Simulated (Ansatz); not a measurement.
Relaxed-ion elastic tensor of AlRu (CsCl type, Pm-3m) in GPa (Voigt order), the program Ansatz at the r²SCAN level (PAW); density 8.01 g/cm³, 13.27 Å³ per atom.

```
348  157  157  0.0  0.0  0.0
157  348  157  0.0  0.0  0.0
157  157  348  0.0  0.0  0.0
0.0  0.0  0.0  136  0.0  0.0
0.0  0.0  0.0  0.0  136  0.0
0.0  0.0  0.0  0.0  0.0  136
```

Question: Is the crystal mechanically stable?

Answer: Yes: the smallest eigenvalue of C is 136 GPa.

Question: Work out the Voigt, Reuss and Hill averages.

Answer: K_V = 221, K_R = 221, K_H = 221; G_V = 120, G_R = 116, G_H = 118 GPa.

Question: Give Young's modulus, Poisson's ratio, Pugh's ratio and the universal anisotropy index.

Answer: E = 9KG/(3K + G) = 300 GPa; ν = 0.27; K/G = 1.87 (ductile by the Pugh limit of 1.75); A_U = 5G_V/G_R + K_V/K_R − 6 = 0.15.

Question: Estimate the sound speeds and the Debye temperature.

Answer: v_l = √((K + 4G/3)/ρ) = 6870 m/s, v_t = √(G/ρ) = 3830 m/s, mean 4270 m/s; Θ = (h/k)(3n/4πV)^(1/3) v_m = 537 K.

Question: Give the Zener ratio and Young's modulus along [100], [110] and [111].

Answer: A = 2C44/(C11 − C12) = 1.43; 1/E = S11 − 2(S11 − S12 − S44/2)Γ with Γ = 0, 1/4, 1/3 gives 250, 311, 338 GPa.

The r²SCAN relaxation kept the symmetry of its start; phonons on a q-mesh show no instability. No spin polarisation was allowed. As this level gives no gap, shear constants depend on the k-mesh and smearing (Fermi–Dirac, 0.1 eV here).

Potentials: the later of the program's two PAW sets.
